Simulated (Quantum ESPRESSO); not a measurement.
# Zr2WF2O6: one run as intended and one with a planted mistake

Computed values, not a measurement. The program is pw.x of Quantum ESPRESSO 7.5 (plane-wave density functional theory). The cell is made up: 11 atoms on a rutile lattice with one site empty, with randomly drawn elements, strain and displacements, not relaxed. PseudoDojo standard norm-conserving files (v0.5 for PBE, v0.4.1 for LDA and PBEsol) set the functional; there is no spin polarisation, spin-orbit coupling or dispersion term, and the masses in the input are unused placeholders.

Intended input:

```
&control calculation='scf', pseudo_dir='./dojo.nc.sr.pbe.v0_5.standard.upf', outdir='./o', disk_io='medium', tprnfor=.true., tstress=.true. /
&system ibrav=0, nat=11, ntyp=4, nbnd=50, ecutwfc=84.00895049, nosym=.true., tot_charge=0,
 occupations='smearing', smearing='fd', degauss=0.0018374661
/
&electrons conv_thr=7.350e-09, electron_maxstep=60, /
ATOMIC_SPECIES
F 1.0 F.upf
O 1.0 O.upf
W 1.0 W.upf
Zr 1.0 Zr.upf
CELL_PARAMETERS angstrom
4.9849 0.0 0.0
0.0 4.9849 0.0
0.0 0.0 6.6533
ATOMIC_POSITIONS angstrom
Zr 0.047 0.0406 -0.0142
Zr -0.0618 -0.0624 3.2845
W 2.5005 2.5881 4.9764
F 1.5539 1.5772 -0.044
O 3.4356 3.4906 -0.0024
O 3.9805 1.0069 1.5629
F 0.9634 3.8698 1.7329
O 1.5394 1.4162 3.3787
O 3.4714 3.503 3.2775
O 3.9048 0.9285 5.0947
O 0.9085 4.0629 5.0011
K_POINTS automatic
5 5 4 1 1 1
```

The log is shortened where brackets say so; the opening notice, blank lines, dates and the lines on written files are dropped, and the path of the files is cut. It prints rydbergs, bohrs and kilobars, and counts compression as positive stress. Where no state is partly filled, the Fermi energy that it prints is only some level between the filled and the empty states on the mesh, and need not lie in the true gap.

Log of the intended run:

```
     Program PWSCF v.7.5
     Parallel version (MPI & OpenMP), running on       1 processor cores
     Number of MPI processes:                 1
     Threads/MPI process:                     1
     [start-up lines left out]
     bravais-lattice index     =            0
     lattice parameter (alat)  =       9.4201  a.u.
     unit-cell volume          =    1115.6979 (a.u.)^3
     number of atoms/cell      =           11
     number of atomic types    =            4
     number of electrons       =        88.00
     number of Kohn-Sham states=           50
     kinetic-energy cutoff     =      84.0090  Ry
     charge density cutoff     =     336.0358  Ry
     scf convergence threshold =      7.3E-09
     mixing beta               =       0.7000
     number of iterations used =            8  plain     mixing
     Exchange-correlation= PBE
                           (   1   4   3   4   0   0   0)
     [axes and pseudopotential details left out]
   Cartesian axes
     site n.     atom                  positions (alat units)
         1        Zr     tau(   1) = (   0.0094285   0.0081446  -0.0028486  )
         2        Zr     tau(   2) = (  -0.0123974  -0.0125178   0.6588898  )
         3        W      tau(   3) = (   0.5016149   0.5191879   0.9982949  )
         4        F      tau(   4) = (   0.3117214   0.3163955  -0.0088267  )
         5        O      tau(   5) = (   0.6892014   0.7002347  -0.0004815  )
         6        O      tau(   6) = (   0.7985115   0.2019900   0.3135269  )
         7        F      tau(   7) = (   0.1932637   0.7763044   0.3476298  )
         8        O      tau(   8) = (   0.3088126   0.2840980   0.6777869  )
         9        O      tau(   9) = (   0.6963831   0.7027222   0.6574856  )
        10        O      tau(  10) = (   0.7833256   0.1862625   1.0220265  )
        11        O      tau(  11) = (   0.1822504   0.8150414   1.0032498  )
     number of k points=    50  Fermi-Dirac smearing, width (Ry)=  0.0018
                       cart. coord. in units 2pi/alat
        k(    1) = (   0.1000000   0.1000000   0.0936547), wk =   0.0400000
        k(    2) = (   0.1000000   0.1000000   0.2809640), wk =   0.0400000
     [further k points left out]
     Dense  grid:   116161 G-vectors     FFT dimensions: (  60,  60,  75)
     Estimated max dynamical RAM per process >     185.60 MB
     Initial potential from superposition of free atoms
     starting charge      87.9947, renormalised to      88.0000
     Starting wfcs are   62 randomized atomic wfcs
     total cpu time spent up to now is       31.3 secs
     per-process dynamical memory:   110.0 Mb
     Self-consistent Calculation
     iteration #  1     ecut=    84.01 Ry     beta= 0.70
     Davidson diagonalization with overlap
     ethr =  1.00E-02,  avg # of iterations =  2.0
     total cpu time spent up to now is      115.7 secs
     total energy              =    -648.20472659 Ry
     estimated scf accuracy    <       6.23148734 Ry
     iteration #  2     ecut=    84.01 Ry     beta= 0.70
     Davidson diagonalization with overlap
     ethr =  7.08E-03,  avg # of iterations =  6.8
     total cpu time spent up to now is      243.0 secs
     total energy              =    -644.63127901 Ry
     estimated scf accuracy    <      62.83303494 Ry
     [iterations 3 to 18 left out]
     iteration # 19     ecut=    84.01 Ry     beta= 0.70
     Davidson diagonalization with overlap
     ethr =  2.55E-11,  avg # of iterations =  5.1
     total cpu time spent up to now is     1606.3 secs
     total energy              =    -651.88941315 Ry
     estimated scf accuracy    <       0.00000006 Ry
     iteration # 20     ecut=    84.01 Ry     beta= 0.70
     Davidson diagonalization with overlap
     ethr =  2.55E-11,  avg # of iterations =  2.1
     total cpu time spent up to now is     1695.9 secs
     End of self-consistent calculation
     [lines on levels left out]
     the Fermi energy is     6.1906 ev
!    total energy              =    -651.88941315 Ry
     estimated scf accuracy    <          2.9E-09 Ry
     smearing contrib. (-TS)   =      -0.00000000 Ry
     internal energy E=F+TS    =    -651.88941315 Ry
     The total energy is F=E-TS. E is the sum of the following terms:
     one-electron contribution =    -252.57370774 Ry
     hartree contribution      =     163.34510665 Ry
     xc contribution           =    -144.04070314 Ry
     ewald contribution        =    -418.62010893 Ry
     convergence has been achieved in  20 iterations
     Forces acting on atoms (cartesian axes, Ry/au):
     atom    1 type  4   force =    -0.12120752    0.02116650    0.11612639
     atom    2 type  4   force =    -0.02353562    0.08069231   -0.09099088
     atom    3 type  3   force =     0.07980458    0.02679303   -0.10657756
     atom    4 type  1   force =     0.00101558    0.00865582   -0.05894264
     atom    5 type  2   force =    -0.04186702   -0.04580841   -0.18250283
     atom    6 type  2   force =     0.11588421   -0.10752097    0.00086245
     atom    7 type  1   force =    -0.03382834    0.04723055   -0.01175720
     atom    8 type  2   force =     0.02721767    0.06114879    0.16601922
     atom    9 type  2   force =    -0.07220523   -0.06960030    0.19011785
     atom   10 type  2   force =    -0.02840851    0.07338233   -0.01647536
     atom   11 type  2   force =     0.09713021   -0.09613965   -0.00587943
     Total force =     0.484817     Total SCF correction =     0.000126
     Computing stress (Cartesian axis) and pressure
          total   stress  (Ry/bohr**3)                   (kbar)     P=     -216.01
  -0.00121226   0.00011930  -0.00022243         -178.33       17.55      -32.72
   0.00011930  -0.00124750  -0.00020558           17.55     -183.51      -30.24
  -0.00022243  -0.00020558  -0.00194537          -32.72      -30.24     -286.17
     init_run     :     29.12s CPU     31.23s WALL (       1 calls)
     electrons    :   1587.81s CPU   1664.61s WALL (       1 calls)
     forces       :     20.27s CPU     20.58s WALL (       1 calls)
     stress       :     67.04s CPU     69.52s WALL (       1 calls)
     [timing details left out]
     PWSCF        :  28m24.71s CPU  29m47.44s WALL
     JOB DONE.
```

A second run has one planted mistake: the k-point mesh is too coarse. The input lines that differ, file-writing options aside:

```
- 5 5 4 1 1 1
+ 2 2 2 1 1 1
```

Its log:

```
     Program PWSCF v.7.5
     Parallel version (MPI & OpenMP), running on       1 processor cores
     Number of MPI processes:                 1
     Threads/MPI process:                     1
     [start-up lines left out]
     bravais-lattice index     =            0
     lattice parameter (alat)  =       9.4201  a.u.
     unit-cell volume          =    1115.6979 (a.u.)^3
     number of atoms/cell      =           11
     number of atomic types    =            4
     number of electrons       =        88.00
     number of Kohn-Sham states=           50
     kinetic-energy cutoff     =      84.0090  Ry
     charge density cutoff     =     336.0358  Ry
     scf convergence threshold =      7.3E-09
     mixing beta               =       0.7000
     number of iterations used =            8  plain     mixing
     Exchange-correlation= PBE
                           (   1   4   3   4   0   0   0)
     [axes and pseudopotential details left out]
   Cartesian axes
     site n.     atom                  positions (alat units)
         1        Zr     tau(   1) = (   0.0094285   0.0081446  -0.0028486  )
         2        Zr     tau(   2) = (  -0.0123974  -0.0125178   0.6588898  )
         3        W      tau(   3) = (   0.5016149   0.5191879   0.9982949  )
         4        F      tau(   4) = (   0.3117214   0.3163955  -0.0088267  )
         5        O      tau(   5) = (   0.6892014   0.7002347  -0.0004815  )
         6        O      tau(   6) = (   0.7985115   0.2019900   0.3135269  )
         7        F      tau(   7) = (   0.1932637   0.7763044   0.3476298  )
         8        O      tau(   8) = (   0.3088126   0.2840980   0.6777869  )
         9        O      tau(   9) = (   0.6963831   0.7027222   0.6574856  )
        10        O      tau(  10) = (   0.7833256   0.1862625   1.0220265  )
        11        O      tau(  11) = (   0.1822504   0.8150414   1.0032498  )
     number of k points=     4  Fermi-Dirac smearing, width (Ry)=  0.0018
                       cart. coord. in units 2pi/alat
        k(    1) = (   0.2500000   0.2500000   0.1873093), wk =   0.5000000
        k(    2) = (   0.2500000   0.2500000  -0.1873093), wk =   0.5000000
     [further k points left out]
     Dense  grid:   116161 G-vectors     FFT dimensions: (  60,  60,  75)
     Estimated max dynamical RAM per process >     185.60 MB
     Initial potential from superposition of free atoms
     starting charge      87.9947, renormalised to      88.0000
     Starting wfcs are   62 randomized atomic wfcs
     total cpu time spent up to now is        4.4 secs
     per-process dynamical memory:   107.2 Mb
     Self-consistent Calculation
     iteration #  1     ecut=    84.01 Ry     beta= 0.70
     Davidson diagonalization with overlap
     ethr =  1.00E-02,  avg # of iterations =  2.0
     total cpu time spent up to now is       12.2 secs
     total energy              =    -648.20809054 Ry
     estimated scf accuracy    <       6.22738025 Ry
     iteration #  2     ecut=    84.01 Ry     beta= 0.70
     Davidson diagonalization with overlap
     ethr =  7.08E-03,  avg # of iterations =  6.5
     total cpu time spent up to now is       24.2 secs
     total energy              =    -644.69410101 Ry
     estimated scf accuracy    <      62.41721167 Ry
     [iterations 3 to 18 left out]
     iteration # 19     ecut=    84.01 Ry     beta= 0.70
     Davidson diagonalization with overlap
     ethr =  1.84E-11,  avg # of iterations =  5.5
     total cpu time spent up to now is      161.3 secs
     total energy              =    -651.89003684 Ry
     estimated scf accuracy    <       0.00000003 Ry
     iteration # 20     ecut=    84.01 Ry     beta= 0.70
     Davidson diagonalization with overlap
     ethr =  1.84E-11,  avg # of iterations =  2.0
     total cpu time spent up to now is      168.7 secs
     End of self-consistent calculation
     [lines on levels left out]
     the Fermi energy is     6.1881 ev
!    total energy              =    -651.89003684 Ry
     estimated scf accuracy    <          3.4E-09 Ry
     smearing contrib. (-TS)   =      -0.00000000 Ry
     internal energy E=F+TS    =    -651.89003684 Ry
     The total energy is F=E-TS. E is the sum of the following terms:
     one-electron contribution =    -252.57710539 Ry
     hartree contribution      =     163.34669079 Ry
     xc contribution           =    -144.03951331 Ry
     ewald contribution        =    -418.62010893 Ry
     convergence has been achieved in  20 iterations
     Forces acting on atoms (cartesian axes, Ry/au):
     atom    1 type  4   force =    -0.12120127    0.02124950    0.11477379
     atom    2 type  4   force =    -0.02396484    0.08031487   -0.09270503
     atom    3 type  3   force =     0.07996106    0.02650924   -0.10750006
     atom    4 type  1   force =     0.00062734    0.00810861   -0.05880239
     atom    5 type  2   force =    -0.04135732   -0.04535340   -0.18266532
     atom    6 type  2   force =     0.11536915   -0.10683199    0.00156352
     atom    7 type  1   force =    -0.03375606    0.04738490   -0.01180947
     atom    8 type  2   force =     0.02698874    0.06029245    0.16730166
     atom    9 type  2   force =    -0.07195101   -0.06921111    0.19150792
     atom   10 type  2   force =    -0.02899469    0.07406860   -0.01581592
     atom   11 type  2   force =     0.09827890   -0.09653167   -0.00584868
     Total force =     0.485878     Total SCF correction =     0.000138
     Computing stress (Cartesian axis) and pressure
          total   stress  (Ry/bohr**3)                   (kbar)     P=     -216.09
  -0.00120941   0.00012143  -0.00022239         -177.91       17.86      -32.72
   0.00012143  -0.00124510  -0.00020230           17.86     -183.16      -29.76
  -0.00022239  -0.00020230  -0.00195236          -32.72      -29.76     -287.20
     init_run     :      3.91s CPU      4.24s WALL (       1 calls)
     electrons    :    157.06s CPU    164.28s WALL (       1 calls)
     forces       :      1.77s CPU      1.83s WALL (       1 calls)
     stress       :      6.11s CPU      6.44s WALL (       1 calls)
     [timing details left out]
     PWSCF        :   2m49.00s CPU   2m57.07s WALL
     JOB DONE.
```

|  | intended run | run with the mistake |
| --- | --- | --- |
| free energy (eV) | -8869.407 | -8869.416 |
| smearing term -TS (eV) | 0.0000 | 0.0000 |
| pressure (GPa) | -21.60 | -21.61 |
| largest force component (eV/Å) | 4.888 | 4.924 |
| largest change of a force component (eV/Å) |  | 0.044 |
| iterations | 20 | 20 |

For scale, a rerun of the intended cell at a cutoff of 1467 eV and k mesh 7 x 7 x 6 moved values by no more than 0.005 eV in energy, 0.02 GPa in stress and 0.002 eV/Å in force.